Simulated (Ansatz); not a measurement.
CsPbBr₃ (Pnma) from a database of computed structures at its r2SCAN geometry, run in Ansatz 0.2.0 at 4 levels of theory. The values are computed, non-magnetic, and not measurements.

The PBE+SOC input:
```yaml
crystal:
  lattice:
    - [9.8557641741, 0.0, 0.0]
    - [0.0, 4.609792316, 0.0]
    - [0.0, 0.0, 16.9443055916]
  atoms:
    - { symbol: Cs, position: [0.9124506383, 0.25, 0.6715749081] }
    - { symbol: Cs, position: [0.4124506383, 0.25, 0.8284250919] }
    - { symbol: Cs, position: [0.5875493617, 0.75, 0.1715749081] }
    - { symbol: Cs, position: [0.0875493617, 0.75, 0.3284250919] }
    - { symbol: Pb, position: [0.8366038304, 0.75, 0.9380508418] }
    - { symbol: Pb, position: [0.1633961696, 0.25, 0.0619491582] }
    - { symbol: Pb, position: [0.6633961696, 0.25, 0.4380508418] }
    - { symbol: Pb, position: [0.3366038304, 0.75, 0.5619491582] }
    - { symbol: Br, position: [0.5279615367, 0.25, 0.6126336288] }
    - { symbol: Br, position: [0.19893621, 0.75, 0.7107997198] }
    - { symbol: Br, position: [0.66453641, 0.25, 0.0007062621] }
    - { symbol: Br, position: [0.16453641, 0.25, 0.4992937379] }
    - { symbol: Br, position: [0.83546359, 0.75, 0.5007062621] }
    - { symbol: Br, position: [0.9720384633, 0.75, 0.1126336288] }
    - { symbol: Br, position: [0.30106379, 0.25, 0.2107997198] }
    - { symbol: Br, position: [0.69893621, 0.75, 0.7892002802] }
    - { symbol: Br, position: [0.0279615367, 0.25, 0.8873663712] }
    - { symbol: Br, position: [0.4720384633, 0.75, 0.3873663712] }
    - { symbol: Br, position: [0.33546359, 0.75, 0.9992937379] }
    - { symbol: Br, position: [0.80106379, 0.25, 0.2892002802] }
kpoints:
  mp_grid: { grid: [4, 6, 2] }
  band_path:
    path:
      - [0.0, 0.0, 0.0]
      - [0.5, 0.0, 0.0]
      - [0.5, 0.5, 0.0]
      - [0.0, 0.5, 0.0]
      - [0.0, 0.0, 0.5]
      - [0.5, 0.0, 0.5]
      - [0.5, 0.5, 0.5]
      - [0.0, 0.5, 0.5]
      - [0.0, 0.348958, 0.0]
      - [0.421875, 0.0, 0.0]
      - [0.4, 0.0, 0.0]
    npoints: 1
hamiltonian:
  xc: pbe
scf:
  occupations: { method: fixed }
  n_extra_bands: 18
magnetization:
  noncollinear: true
  spin_orbit: true
output:
  forces: true
  stress: true
  eigenvalues: true
```

Main results, then, where recorded, the levels near the gap in eV from the Fermi energy (columns number the bands from 0), one row a point of the path (Γ, X, S, Y, Z, U, R, T, Y–Γ (0.30), Γ–X (0.84), Γ–X (0.80)):
```
Crystal: 20 atoms, lattice volume = 769.831 Å³
Symmetry: 8 space group operations + 8 with time reversal
Magnetic group: BNS 62.442 (UNI 540)
```
```
Basis set: ecut = 420 eV, 15047 PW (Γ)
k-points: 24 of 48
SCF 1 converged in 10 iterations: F = -103908.443088 eV  dr2 = 9.86e-9
Free energy (F): -103908.443088 eV
Fermi energy:    3.023376 eV
--- Forces (eV/Å), atoms counted from 1 ---
  atom   1  Cs      0.00249      0.00000      0.00706
  atom   2  Cs      0.00249      0.00000    -0.00706
  atom   3  Cs    -0.00249      0.00000      0.00706
  atom   4  Cs    -0.00249      0.00000    -0.00706
  atom   5  Pb      0.02361      0.00000      0.00797
  atom   6  Pb    -0.02361      0.00000    -0.00797
  atom   7  Pb    -0.02361      0.00000      0.00797
  atom   8  Pb      0.02361      0.00000    -0.00797
  atom   9  Br      0.02360      0.00000      0.03176
  atom  10  Br    -0.02275      0.00000      0.04883
  atom  11  Br    -0.04729      0.00000      0.02819
  atom  12  Br    -0.04729      0.00000    -0.02819
  atom  13  Br      0.04729      0.00000      0.02819
  atom  14  Br    -0.02360      0.00000      0.03176
  atom  15  Br      0.02275      0.00000      0.04883
  atom  16  Br    -0.02275      0.00000    -0.04883
  atom  17  Br      0.02360      0.00000    -0.03176
  atom  18  Br    -0.02360      0.00000    -0.03176
  atom  19  Br      0.04729      0.00000    -0.02819
  atom  20  Br      0.02275      0.00000    -0.04883
--- Stress (GPa, compression-positive) ---
        0.711998       0.000000       0.000000
        0.000000       0.719639       0.000000
        0.000000       0.000000       0.728297
  P = ⅓ Tr σ = 0.7200 GPa (7.200 kbar)
```

The PBE+SOC gap is indirect, 2.41 eV (Y–Γ (0.30 of the way from Y) to Γ–X (0.80 of the way from Γ)), below the direct gap of 2.50 eV at Γ–X (0.80 of the way from Γ).

r2SCAN. Against the first input these blocks differ (the band path and keys that only write files left aside):
```yaml
hamiltonian:
  xc: r2scan
scf:
  occupations: { method: fixed }
  n_extra_bands: 9
```
(magnetization left out)

```
Basis set: ecut = 500 eV, 19551 PW (Γ)
k-points: 24 of 48
SCF 1 converged in 7 iterations: F = -103971.451288 eV  dr2 = 1.87e-8
Free energy (F): -103971.451288 eV
Fermi energy:    2.660359 eV
--- Forces (eV/Å), atoms counted from 1 ---
  atom   1  Cs    -0.00037      0.00000      0.00112
  atom   2  Cs    -0.00037      0.00000    -0.00112
  atom   3  Cs      0.00037      0.00000      0.00112
  atom   4  Cs      0.00037      0.00000    -0.00112
  atom   5  Pb      0.00080      0.00000      0.00060
  atom   6  Pb    -0.00080      0.00000    -0.00060
  atom   7  Pb    -0.00080      0.00000      0.00060
  atom   8  Pb      0.00080      0.00000    -0.00060
  atom   9  Br    -0.00112      0.00000    -0.00148
  atom  10  Br      0.00081      0.00000      0.00037
  atom  11  Br      0.00009      0.00000    -0.00019
  atom  12  Br      0.00009      0.00000      0.00019
  atom  13  Br    -0.00009      0.00000    -0.00019
  atom  14  Br      0.00112      0.00000    -0.00148
  atom  15  Br    -0.00081      0.00000      0.00037
  atom  16  Br      0.00081      0.00000    -0.00037
  atom  17  Br    -0.00112      0.00000      0.00148
  atom  18  Br      0.00112      0.00000      0.00148
  atom  19  Br    -0.00009      0.00000      0.00019
  atom  20  Br    -0.00081      0.00000    -0.00037
--- Stress (GPa, compression-positive) ---
       -0.011193       0.000000       0.000000
        0.000000      -0.006781       0.000000
        0.000000       0.000000      -0.003526
  P = ⅓ Tr σ = -0.0072 GPa (-0.072 kbar)
```
```tsv
band_84	band_85	band_86	band_87	band_88	band_89	band_90
-0.680	-0.498	-0.389	-0.149	3.401	3.402	3.516
-0.638	-0.638	-0.141	-0.141	3.295	3.295	3.530
-0.134	-0.134	-0.134	-0.134	4.326	4.326	4.326
-0.457	-0.457	-0.076	-0.076	4.382	4.382	4.495
-0.544	-0.544	-0.291	-0.291	3.458	3.458	3.488
-0.618	-0.618	-0.154	-0.154	3.291	3.291	3.516
-0.126	-0.126	-0.126	-0.126	4.324	4.324	4.324
-0.397	-0.397	-0.128	-0.128	4.332	4.332	4.580
-0.489	-0.198	-0.185	0.002	4.285	4.304	4.482
-0.657	-0.605	-0.183	-0.114	3.287	3.317	3.504
-0.660	-0.593	-0.198	-0.110	3.287	3.326	3.497
```

The r2SCAN gap is indirect, 3.28 eV (Y–Γ (0.30 of the way from Y) to Γ–X (0.84 of the way from Γ)), below the direct gap of 3.40 eV at Γ–X (0.80 of the way from Γ). The mean stress is close to zero (-0.01 GPa).

HSE06. Against the first input these blocks differ (the band path and keys that only write files left aside):
```yaml
kpoints:
  mp_grid: { grid: [2, 4, 2] }
hamiltonian:
  xc: hse06
scf:
  occupations: { method: fixed }
  n_extra_bands: 9
```
(magnetization left out)

```
Basis set: ecut = 420 eV, 15047 PW (Γ)
k-points: 12 of 16
SCF 1 stopped early in 3 iterations: F = -103733.284500 eV  dr2 = 3.56e-4
Exchange kernel: α = 0.2500, screened, ω = 0.2079 Å⁻¹, Wigner–Seitz truncation, v(0) = 1045.0898 eV·Å³, q-mesh 2×4×2
SCF 2 stopped early in 7 iterations: F = -103790.849345 eV  dr2 = 3.24e-6
hybrid outer 1: dexx = +4.637e-2 eV, tail = 1.62e-4 eV
SCF 3 converged in 5 iterations: F = -103790.851560 eV  dr2 = 5.86e-9
hybrid outer 2: dexx = +1.866e-6 eV, tail = 6.39e-8 eV, Δε = 2.19e-3 eV, ΔF = 4.62e-3 eV/Å
Free energy (F): -103790.851561 eV
Fermi energy:    2.305172 eV
--- Forces (eV/Å), atoms counted from 1 ---
  atom   1  Cs      0.00524      0.00000      0.01193
  atom   2  Cs      0.00524      0.00000    -0.01193
  atom   3  Cs    -0.00524      0.00000      0.01193
  atom   4  Cs    -0.00524      0.00000    -0.01193
  atom   5  Pb    -0.02111      0.00000    -0.02753
  atom   6  Pb      0.02111      0.00000      0.02753
  atom   7  Pb      0.02111      0.00000    -0.02753
  atom   8  Pb    -0.02111      0.00000      0.02753
  atom   9  Br    -0.03160      0.00000    -0.04190
  atom  10  Br      0.02123      0.00000    -0.03442
  atom  11  Br      0.03106      0.00000    -0.01776
  atom  12  Br      0.03106      0.00000      0.01776
  atom  13  Br    -0.03106      0.00000    -0.01776
  atom  14  Br      0.03160      0.00000    -0.04190
  atom  15  Br    -0.02123      0.00000    -0.03442
  atom  16  Br      0.02123      0.00000      0.03442
  atom  17  Br    -0.03160      0.00000      0.04190
  atom  18  Br      0.03160      0.00000      0.04190
  atom  19  Br    -0.03106      0.00000      0.01776
  atom  20  Br    -0.02123      0.00000      0.03442
--- Stress (GPa, compression-positive) ---
        0.273035       0.000000       0.000000
        0.000000       0.289387       0.000000
        0.000000       0.000000       0.259671
  P = ⅓ Tr σ = 0.2740 GPa (2.740 kbar)
```
```tsv
band_84	band_85	band_86	band_87	band_88	band_89	band_90
-0.723	-0.489	-0.363	-0.103	3.906	3.913	4.034
-0.624	-0.624	-0.104	-0.104	3.795	3.795	4.054
-0.084	-0.084	-0.084	-0.084	4.832	4.832	4.832
-0.413	-0.413	-0.014	-0.014	4.898	4.898	5.004
-0.531	-0.531	-0.259	-0.259	3.971	3.971	4.004
-0.603	-0.603	-0.118	-0.118	3.792	3.792	4.039
-0.077	-0.077	-0.077	-0.077	4.830	4.830	4.830
-0.351	-0.351	-0.068	-0.068	4.841	4.841	5.099
-0.459	-0.149	-0.129	0.067	4.780	4.813	4.989
-0.646	-0.589	-0.151	-0.074	3.786	3.820	4.026
-0.650	-0.577	-0.167	-0.069	3.787	3.829	4.018
```

HSE06 gives an indirect gap of 3.72 eV, from Y–Γ (0.30 of the way from Y) to Γ–X (0.84 of the way from Γ); the least direct gap is 3.86 eV at Γ–X (0.80 of the way from Γ). The mean stress, +0.3 GPa, is small, and the program warns that its thresholds are loose for a hybrid's stress.

Problem. In the first input these blocks are replaced (the band path and keys that only write files left aside):
```yaml
kpoints:
  mp_grid: { grid: [2, 4, 2] }
hamiltonian:
  xc: pbe0
scf:
  occupations: { method: fixed }
  n_extra_bands: 9
```
(magnetization left out)
What comes out?

Solution.
```
Basis set: ecut = 420 eV, 15047 PW (Γ)
k-points: 12 of 16
SCF 1 stopped early in 3 iterations: F = -103733.286527 eV  dr2 = 3.34e-4
Exchange kernel: α = 0.2500, full range, Wigner–Seitz truncation, v(0) = 17623.9869 eV·Å³, q-mesh 2×4×2
SCF 2 stopped early in 7 iterations: F = -103773.630401 eV  dr2 = 8.12e-6
hybrid outer 1: dexx = +6.786e-2 eV, tail = 2.10e-4 eV
SCF 3 converged in 6 iterations: F = -103773.633294 eV  dr2 = 1.57e-9
hybrid outer 2: dexx = +4.335e-6 eV, tail = 8.56e-8 eV, Δε = 3.53e-3 eV, ΔF = 4.33e-3 eV/Å
SCF 4 converged in 2 iterations: F = -103773.633296 eV  dr2 = 4.53e-10
hybrid outer 3: dexx = +1.685e-9 eV, tail = 1.02e-9 eV, Δε = 2.18e-5 eV, ΔF = 5.81e-5 eV/Å
Free energy (F): -103773.633296 eV
Fermi energy:    1.946104 eV
--- Forces (eV/Å), atoms counted from 1 ---
  atom   1  Cs      0.00569      0.00000      0.01129
  atom   2  Cs      0.00569      0.00000    -0.01129
  atom   3  Cs    -0.00569      0.00000      0.01129
  atom   4  Cs    -0.00569      0.00000    -0.01129
  atom   5  Pb    -0.02200      0.00000    -0.02884
  atom   6  Pb      0.02200      0.00000      0.02884
  atom   7  Pb      0.02200      0.00000    -0.02884
  atom   8  Pb    -0.02200      0.00000      0.02884
  atom   9  Br    -0.03213      0.00000    -0.04092
  atom  10  Br      0.02226      0.00000    -0.03678
  atom  11  Br      0.03071      0.00000    -0.01778
  atom  12  Br      0.03071      0.00000      0.01778
  atom  13  Br    -0.03071      0.00000    -0.01778
  atom  14  Br      0.03213      0.00000    -0.04092
  atom  15  Br    -0.02226      0.00000    -0.03678
  atom  16  Br      0.02226      0.00000      0.03678
  atom  17  Br    -0.03213      0.00000      0.04092
  atom  18  Br      0.03213      0.00000      0.04092
  atom  19  Br    -0.03071      0.00000      0.01778
  atom  20  Br    -0.02226      0.00000      0.03678
--- Stress (GPa, compression-positive) ---
        0.231441       0.000000       0.000000
        0.000000       0.253429       0.000000
        0.000000       0.000000       0.218814
  P = ⅓ Tr σ = 0.2346 GPa (2.346 kbar)
```
```tsv
band_84	band_85	band_86	band_87	band_88	band_89	band_90
-0.741	-0.502	-0.372	-0.104	4.593	4.600	4.725
-0.638	-0.638	-0.106	-0.106	4.478	4.478	4.745
-0.089	-0.089	-0.089	-0.089	5.527	5.527	5.527
-0.426	-0.426	-0.016	-0.016	5.594	5.594	5.703
-0.544	-0.544	-0.264	-0.264	4.660	4.660	4.694
-0.616	-0.616	-0.120	-0.120	4.474	4.474	4.730
-0.081	-0.081	-0.081	-0.081	5.525	5.525	5.525
-0.362	-0.362	-0.071	-0.071	5.537	5.537	5.801
-0.474	-0.155	-0.134	0.067	5.472	5.508	5.687
-0.660	-0.603	-0.155	-0.075	4.469	4.504	4.716
-0.664	-0.590	-0.171	-0.069	4.469	4.513	4.709
```
The PBE0 gap is indirect, 4.40 eV (Y–Γ (0.30 of the way from Y) to Γ–X (0.84 of the way from Γ)), below the direct gap of 4.54 eV at Γ–X (0.80 of the way from Γ). The mean stress, +0.2 GPa, is small, and the program warns that its thresholds are loose for a hybrid's stress.

The hybrids run on coarser meshes, which limits their stresses and small splittings of levels.

Totals of different functionals, or with and without spin-orbit coupling, can't be compared.

Only the levels marked +SOC include spin-orbit coupling.

The meshes of the hybrids are coarse, so their gaps aren't converged to the digits shown.
